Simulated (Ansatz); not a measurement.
## Property card for CaTaS$_{2}$

CaTaS$_{2}$:
```yaml
crystal:
  lattice:
    - [3.45197, 0.00000, 0.00000]
    - [-1.72598, 2.98949, 0.00000]
    - [0.00000, 0.00000, 6.91959]
  atoms:
    - { symbol: S, position: [0.66667, 0.33333, 0.77448] }
    - { symbol: Ta, position: [0.00000, 0.00000, 0.00000] }
    - { symbol: S, position: [0.33333, 0.66667, 0.22552] }
    - { symbol: Ca, position: [0.00000, 0.00000, 0.50000] }
```

Space group P-3m1 (No. 164); conventional cell a = b = 3.452 Å, c = 6.920 Å, α = β = 90.00°, γ = 120.00°.

Method: DFT-PBE+D3(BJ) in the program Ansatz with PAW potentials. The cell and atoms are relaxed at this level. Other levels are named where they apply.

### Cell and energy

```json
{
 "volume_per_atom": "17.85 Å³",
 "density": "6.63 g/cm³",
 "Formation energy from the elements (no fitted shifts)": "-1.27 eV/atom"
}
```

### Electronic structure

```json
{
 "electronic_character": "metallic (no gap)",
 "Density of states at the Fermi level": "0.96 states/eV per atom (mean over ±0.08 eV)",
 "Gap with spin–orbit coupling": "none (metallic)"
}
```

### Mechanics

```json
{
  "Bulk modulus (Birch–Murnaghan fit)": "103 GPa",
  "Pressure derivative B′": "4.6",
  "Elastic constants (relaxed ions, GPa)": "C11 = 139, C12 = 70.0, C13 = 97.0, C14 = 3.1, C33 = 191, C44 = 93.3",
  "mechanical_stability": "stable (all eigenvalues of C positive)",
  "hill_bulk_and_shear_moduli": "107 and 51.5 GPa",
  "Young's modulus": "133 GPa",
  "Poisson's ratio": "0.29",
  "debye_temperature_from_the_elastic_constants": "354 K"
}
```

### Phonons

```json
{
 "highest_zone_centre_frequency": "330 cm⁻¹",
 "zone_centre_stability": "no imaginary mode at Γ"
}
```

### Charges

```json
{
 "bader_charges": "S -1.38, Ta +1.50, Ca +1.26 e"
}
```

The cell is a constructed one: a structure type filled with these elements; neither database checked (COD, Materials Project) lists it. Whether it is the stable phase at ambient conditions was not checked. The cell was relaxed with PBE+D3(BJ) under the symmetry of its start. No spin polarisation was allowed. With an odd number of electrons in the cell and no spin polarisation, the count alone makes it a metal. As this level gives no gap, shear constants depend on the k-mesh and smearing (Fermi–Dirac, 0.1 eV here). As this level gives no gap, phonon frequencies hold no LO–TO term and depend on the k-mesh and smearing (Fermi–Dirac, 0.1 eV here). The references are the lowest solids computed at this level, not always the standard phases. Scalar-relativistic: spin–orbit coupling is off unless named, which matters more the heavier the elements.

Potentials: the later of the program's two PAW sets.
